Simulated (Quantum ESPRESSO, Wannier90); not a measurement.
**Wannier functions of WO₃ (ReO3 type)**

```
begin unit_cell_cart
ang
    3.8062000000    0.0000000000    0.0000000000
    0.0000000000    3.8062000000    0.0000000000
    0.0000000000    0.0000000000    3.8062000000
end unit_cell_cart
begin atoms_frac
W    0.0000000000  0.0000000000  0.0000000000
O    0.0000000000  0.0000000000  0.5000000000
O    0.5000000000  0.0000000000  0.0000000000
O    0.0000000000  0.5000000000  0.0000000000
end atoms_frac
```

Materials Project entry mp-19390; symmetrised, unrelaxed at this level. Not found in the COD (Crystallography Open Database) copy used, which has the formula in other groups; not checked further. Level: PBEsol, no spin polarisation, no spin-orbit coupling; pw.x of Quantum ESPRESSO at 68 Ry with PseudoDojo potentials, 8×8×8 k-points, Wannier90. Density: 8×8×8 mesh, cold smearing 0.01 Ry. Spin-orbit coupling is left out although heavy elements are present.

Bands 8-16 form an isolated set from -7.17 to 0.00 eV relative to the valence-band maximum (on the path) and are turned into 9 Wannier functions by minimising the spread from the start: atomic waves O 2p.

Centres (Cartesian, Å; one of the equivalent choices) and spreads:

| n | x | y | z | spread (Å²) | nearest atom |
|---|---|---|---|---|---|
| 1 | 0.000 | 0.000 | 1.903 | 1.367 | O2 |
| 2 | 0.000 | 0.000 | 1.903 | 1.358 | O2 |
| 3 | 0.000 | 0.000 | 1.903 | 1.358 | O2 |
| 4 | 1.903 | 0.000 | 0.000 | 1.358 | O3 |
| 5 | 1.903 | 0.000 | 0.000 | 1.367 | O3 |
| 6 | 1.903 | 0.000 | 0.000 | 1.358 | O3 |
| 7 | 0.000 | 1.903 | 0.000 | 1.358 | O4 |
| 8 | 0.000 | 1.903 | 0.000 | 1.358 | O4 |
| 9 | 0.000 | 1.903 | 0.000 | 1.367 | O4 |

Ω_I = 11.82 Å², Ω_total = 12.25 Å²; the interpolated bands follow pw.x to 3.4 meV rms on the path. Only this start was tried; a symmetric start can stop on a saddle, and mixtures of these functions could lower the total by at most Ω_total − Ω_I.
